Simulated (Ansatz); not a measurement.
AlN:
```
AlN
1.0
    3.07831     0.00000     0.00000
   -1.53916     2.66589     0.00000
    0.00000     0.00000     9.96808
Al N
4 4
Direct
  0.00000   0.00000   0.00145
  0.00000   0.00000   0.50145
  0.66667   0.33333   0.75036
  0.33333   0.66667   0.25036
  0.00000   0.00000   0.81192
  0.00000   0.00000   0.31192
  0.66667   0.33333   0.56190
  0.33333   0.66667   0.06190
```

Relaxed with LDA.

### Question
Give the optical modes at the zone centre with their infrared and Raman activity from DFPT, LDA (plane waves, PAW; program Ansatz).

### Answer
Transverse frequencies, without the LO–TO term; a row sums one degenerate level.

```tsv
ω (cm⁻¹)	degeneracy	IR ((D/Å)²/amu)	Raman (Å⁴/amu)	activity	symmetry
165	2	0.00	0.63	Raman	E2
173	2	0.00	0.61	Raman	E2
233	2	0.01	0.71	IR+Raman	E1
356	1	0.00	0	silent	B1
366	1	0.00	0	silent	B1
567	1	2.82	3.5	IR+Raman	A1
647	1	64.90	29	IR+Raman	A1
660	2	4.29	1.7	IR+Raman	E1
662	2	0.00	24	Raman	E2
668	2	0.00	11	Raman	E2
671	2	124.49	16	IR+Raman	E1
732	1	0.48	0.84	IR+Raman	A1
833	1	0.00	0	silent	B1
843	1	0.00	0	silent	B1
```

### Question
How high does the top mode go among those that the LO–TO term moves?

### Answer
908 cm⁻¹ for q along x, 908 cm⁻¹ for q along y, 896 cm⁻¹ for q along z.

Space group P6_3mc. The cell is a constructed one: a structure type filled with these elements. Its sites differ from those of the usual phase in this space group: another stacking or structure type. Symmetry was held in the LDA relaxation; phonons on a q-mesh show no instability.

Potentials: the later of the program's two PAW sets.
